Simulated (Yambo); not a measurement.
Given:

```
KBH4
1.0
    4.66337     0.00000     0.00000
    0.00000     4.67774     0.00000
   -0.00767     0.00000     6.54862
H B K
8 2 2
Direct
  0.53483   0.75000   0.14212
  0.46517   0.25000   0.85788
  0.74955   0.96359   0.35808
  0.25045   0.03641   0.64192
  0.25045   0.46359   0.64192
  0.74955   0.53641   0.35808
  0.96397   0.75000   0.14223
  0.03603   0.25000   0.85777
  0.25049   0.25000   0.74996
  0.74951   0.75000   0.25004
  0.75019   0.75000   0.75012
  0.24981   0.25000   0.24988
```

Workflow: PBEsol (Quantum ESPRESSO, PseudoDojo norm-conserving, 76 Ry, no spin-orbit coupling), then G0W0 in Yambo (2×2×2 Γ-centred k mesh, 197 bands and a 7 Ry block in the screening, 197 bands in G with the Bruneval-Gonze terminator, plasmon pole fitted at 27.2 eV).

Problem. Give the PBEsol and G0W0 gaps between the band edges found on this mesh, and say where the edges lie.

Solution. Edges: Γ → (-0.5, -0.5, 0). PBEsol: 5.88 eV; G0W0: 9.04 eV. Nearest settings tried, and what they do to the gap: 151 bands in W, 151 bands in G: -6 meV; 6 Ry block (233 vectors against 323): -70 meV; 2×2×1 mesh: -97 meV. So the settings aren't converged at that level. The k mesh is coarse. 

Geometry of the Materials Project entry, not relaxed at this level.

The structure is a Materials Project entry; no match was found in the copy of COD used, and its stability was not checked.
